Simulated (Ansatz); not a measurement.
Relaxed TiRh (space group P4/mmm):

```xyz
4
Lattice="5.7886 0.0000 0.0000 2.8943 2.8943 0.0000 0.0000 0.0000 3.3562" Properties=species:S:1:pos:R:3 pbc="T T T"
Ti     1.4472     1.4472     1.6781
Ti     4.3415     1.4472     1.6781
Rh     0.0000     0.0000     0.0000
Rh     2.8943     0.0000     0.0000
```

A phonon eigenvector at M = (0.5, 0.5, 0.0) is frozen into this cell: atom i moves by Q times the vector below, so Q is the largest atomic displacement, in Å. The cell is held. It is one choice among 2 degenerate patterns. (q is in reciprocal vectors of the primitive cell; the cell shown is doubled to hold the pattern.)

```json
[
 {"atom": "Ti1", "x": "0.565", "y": "0.000", "z": "0.000"},
 {"atom": "Ti2", "x": "-0.565", "y": "0.000", "z": "0.000"},
 {"atom": "Rh3", "x": "0.000", "y": "1.000", "z": "0.000"},
 {"atom": "Rh4", "x": "0.000", "y": "-1.000", "z": "0.000"}
]
```

Computed with LDA (plane waves to 420 eV, PAW, scalar-relativistic; Ansatz, a first-principles code). k mesh 16×16×14 (Γ-centred), Fermi-Dirac smearing 0.05 eV. The energy includes the smearing's −TS. With partly filled bands, energies and forces of such displacements shift with the k mesh and the smearing. TiRh is run without spin polarisation. TiRh was relaxed with its symmetry unable to fall. The zero of ΔE is the undisplaced structure. The last digit holds for this mesh only.

```csv
Q (Å),ΔE (meV/cell)
-0.1000,159.9
-0.0833,110.9
-0.0667,71.0
-0.0500,39.9
-0.0333,withheld
-0.0167,4.4
0.0000,0.0
0.0167,4.4
0.0333,withheld
0.0500,39.9
0.0667,71.0
0.0833,110.9
0.1000,159.9
```

Q: Fit an even polynomial form (powers 2, 4) to the given rows and predict ΔE at Q = -0.0333.

A: Least squares on the 11 given rows: ΔE = (15950)·Q² + (4536)·Q⁴, in meV/cell with Q in Å; root-mean-square residual 0.04 meV/cell. At -0.0333 the fit gives 17.7 meV/cell; the calculation gives 17.7 meV/cell, the same to the digits shown. The quadratic term alone would give 17.7 meV/cell.

(For displaced atoms, the force is minus the slope of the energy, and its curvature is a force constant, which sets phonon frequencies.)
